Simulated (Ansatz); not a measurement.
**How long does this Ansatz run take?**

```yaml
crystal:
  lattice:
    - [4.05, 0.0, 0.0]
    - [0.0, 4.05, 0.0]
    - [0.0, 0.0, 4.05]
  atoms:
    - { symbol: K, position: [0.0, 0.0, 0.0] }
    - { symbol: Zn, position: [0.5, 0.5, 0.5] }
    - { symbol: F, position: [0.5, 0.5, 0.0] }
    - { symbol: F, position: [0.0, 0.5, 0.5] }
    - { symbol: F, position: [0.5, 0.0, 0.5] }
kpoints:
  mp_grid: { grid: [6, 6, 6] }
scf:
  occupations: { method: fermi_dirac, width: 0.02 }
hamiltonian:
  xc: pbe
  pseudopotentials: { kind: paw }
output:
  forces: true
  stress: true
  populations: true
  efg:
    quadrupole_moments_barn: { K: 0.0603, Zn: 0.122 }
    contact_densities: true
relax:
  f_tol: 0.02
  max_steps: 60
```

```sh
ansatz run input.yaml --threads 1 --pin off --max-ram 3072MiB --backend cpu --events-out ev --progress --plain --runs-dir out
```

It runs on 1 thread of Arm Neoverse N1 (aarch64; 8 cores open to the job, memory cap 3.0 GiB, no GPU), a shared host with a load of 0.3 a core.

Question: How much time and memory should be set aside?

Answer: About 7.2 s of wall time (7.2 s of CPU time) and 0.39 GiB. The run holds 42 valence electrons in 26 bands, about 1309 plane waves a k-point and 20 irreducible k-points, and took 6 SCF iterations, over 1 ionic steps. Times on a shared host vary by tens of per cent.
